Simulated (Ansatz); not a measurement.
Theory: DFT PBE, scalar-relativistic, plane waves, PAW, and for the lanthanide a 4f-in-core norm-conserving potential, in Ansatz 0.2.0. Cutoff 660 eV, Γ-centred meshes of about 0.25 Å⁻¹ or finer for metals and 0.3 Å⁻¹ for insulators (2π included), Gaussian smearing. No spin polarisation.

All energies are static (0 K, no zero-point motion).

Two forms of PrScO were relaxed alike.

A.

```
Pr Sc O
1.0
     3.22012    0.00000    0.00000
     0.00000    3.22012    0.00000
     0.00000    0.00000   10.81307
Pr Sc O
2 2 2
Cartesian
  0.0000 1.6101 6.9977
  1.6101 0.0000 3.8153
  0.0000 1.6101 1.1760
  1.6101 0.0000 9.6370
  0.0000 1.6101 9.8133
  1.6101 0.0000 0.9997
```

B.

```
Pr Sc O
1.0
     3.16184    0.00000    0.00000
     0.00000    3.16184    0.00000
     0.00000    0.00000    5.50874
Pr Sc O
1 1 1
Direct
  0.00000 0.00000 0.50000
  0.50000 0.50000 0.00000
  0.00000 0.00000 0.00000
```

Problem. Which form is favoured at zero pressure, and by what margin per atom?

Solution. A is lower, by 15 meV/atom. A has space group P4/nmm (No. 129), 18.7 Å³/atom and no gap on its mesh; B has space group P4/mmm (No. 123), 18.4 Å³/atom and no gap. Counting O atoms around Pr and Sc (those within 1.25 times the shortest such distance or 1.15 times the sum of covalent radii, 1.27 where that leaves under three), A has Pr 1, Sc 5 and B has Pr 2, Sc 4. Both come from trial cells of a structure search, whose lowest cell (P4/mmm, 19.5 Å³/atom) lies 127 meV/atom below the lower of the two.

The k mesh leaves some 4 meV/atom of noise in the energy of each metallic cell. Trial moments fell under 0.15 μB along the way in P4/nmm and P4/mmm; another start might hold them. Cells relaxed within their symmetry can be saddle points. Some types were kept out of the candidates beforehand, so the set may lack a known form.

The lanthanide is trivalent by construction, without f bands, f moments or other valences.
